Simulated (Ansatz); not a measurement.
The start is a generated cell, RbAu built in the AFLOW prototype AB_oC8_63_c_c (B33, as in CrB). A full variable-cell relaxation at zero pressure is run with r2SCAN (plane waves to 500 eV, PAW, scalar-relativistic; Ansatz, a first-principles code). First-step values are on the input's coarse k-mesh.

Ansatz input (later rounds restart from its end on a renewed k-mesh):
Ansatz 0.2 input:
```yaml
crystal:
  lattice:
    - [2.3680333, -6.2576127, 0]
    - [2.3680333, 6.2576127, 0]
    - [0, 0, 4.666732]
  atoms:
    - { symbol: Au, position: [0.564, 0.436, 0.25] }
    - { symbol: Au, position: [0.436, 0.564, 0.75] }
    - { symbol: Rb, position: [0.85475, 0.14525, 0.25] }
    - { symbol: Rb, position: [0.14525, 0.85475, 0.75] }
basis: { ecutwfc: 500, ecutrho_ratio: 4, xc_grid: 4, fft_grid_basis: typed }
kpoints: { mp_grid: { grid: [7, 7, 7] } }
hamiltonian:
  xc: r2scan
  dispersion: none
  pseudopotentials: { kind: paw }
scf: { occupations: { method: fermi_dirac, width: 0.05 } }
relax: { f_tol: 0.01, max_steps: 100, cell: { stress_tol: 0.02 } }
output: { forces: true, stress: true }
```

### Question
What is the largest force in the starting geometry, and on which atom (counted from 1)?

### Answer
0.09 eV/Å, on Au1, Au2 (atoms numbered as listed).

### Question
How does the volume per atom move from start to end?

### Answer
+4.1 %, from 34.58 to 35.99 Å³/atom.

### Question
How do the shortest distances between atoms change?

### Answer
The closest pairs of elements (up to four, under 3.6 Å), start → end: Au–Au 2.83 → 2.91 Å; Au–Rb 3.48 → 3.49 Å.

### Question
What band gap does the relaxed structure have at this level?

### Answer
0.34 eV, direct at 22 % of the way from Σ0 to Γ (no spin-orbit coupling).

### Question
Write out the relaxed structure.

### Answer

```cif
data_Au4Rb4
_chemical_formula_sum 'Au4 Rb4'
_space_group_name_H-M_alt 'Cmcm'
_space_group_IT_number 63
_space_group_name_Hall '-C 2c 2'
_cell_length_a 4.81752
_cell_length_b 12.30035
_cell_length_c 4.85941
_cell_angle_alpha 90.000
_cell_angle_beta 90.000
_cell_angle_gamma 90.000
loop_
_atom_site_label
_atom_site_type_symbol
_atom_site_symmetry_multiplicity
_atom_site_Wyckoff_symbol
_atom_site_fract_x
_atom_site_fract_y
_atom_site_fract_z
_atom_site_occupancy
Au1 Au 4 c 0.00000 0.43520 0.25000 1
Rb1 Rb 4 c 0.00000 0.14100 0.25000 1
```
(The calculation used a cell of 4 atoms; values per cell refer to that cell.)

The space group stays Cmcm (No. 63) (the run could not lower it); the end is AFLOW prototype AB_oC8_63_c_c (B33, as in CrB), with 4 atoms in the primitive cell. Final values are on a 11×11×10 k-mesh of the relaxed cell. No spin polarisation in the result. Spin-orbit coupling is missing; with elements this heavy it can move band edges by tenths of an eV or more.

The run could not lose the symmetry of its start: the end is stationary, and may be a saddle point rather than a minimum.

The relaxed structure here is a generated cell of RbAu: the first start was made by placing the elements on the sites of a structure type, and the end was not matched to a known phase here, so it may be hypothetical. Known forms of RbAu include space group No. 221.
